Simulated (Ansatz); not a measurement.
Relaxed-ion elastic tensor of BN in space group P6_3mc (No. 186; Pearson symbol hP12) in GPa (Voigt order), LDA (plane waves, PAW; program Ansatz); density 3.59 g/cm³, 5.74 Å³ per atom.

```csv
,1,2,3,4,5,6
1,975,151,78.5,0.0,0.0,0.0
2,151,975,78.5,0.0,0.0,0.0
3,78.5,78.5,1050,0.0,0.0,0.0
4,0.0,0.0,0.0,361,0.0,0.0
5,0.0,0.0,0.0,0.0,361,0.0
6,0.0,0.0,0.0,0.0,0.0,412
```

Question: Is the crystal mechanically stable?

Answer: Yes: the smallest eigenvalue of C is 361 GPa.

Question: Work out the Voigt, Reuss and Hill averages.

Answer: K_V = 402, K_R = 402, K_H = 402; G_V = 407, G_R = 402, G_H = 404 GPa.

Question: Give Young's modulus, Poisson's ratio, Pugh's ratio and the universal anisotropy index.

Answer: E = 9KG/(3K + G) = 908 GPa; ν = 0.12; K/G = 1.00 (brittle by the Pugh limit of 1.75); A_U = 5G_V/G_R + K_V/K_R − 6 = 0.06.

Question: Estimate the sound speeds and the Debye temperature.

Answer: v_l = √((K + 4G/3)/ρ) = 16200 m/s, v_t = √(G/ρ) = 10600 m/s, mean 11600 m/s; Θ = (h/k)(3n/4πV)^(1/3) v_m = 1930 K.

Question: How much does each axis shrink under pressure?

Answer: Linear compressibilities β_i = Σ_j S_ij (j = 1 to 3): x 0.83, y 0.83, z 0.82 per TPa.

The cell is a constructed one: a structure type filled with these elements. Its sites differ from those of the usual phase in this space group: another stacking or structure type. Symmetry was held in the LDA relaxation; phonons on a q-mesh show no instability.

Potentials: the later of the program's two PAW sets.
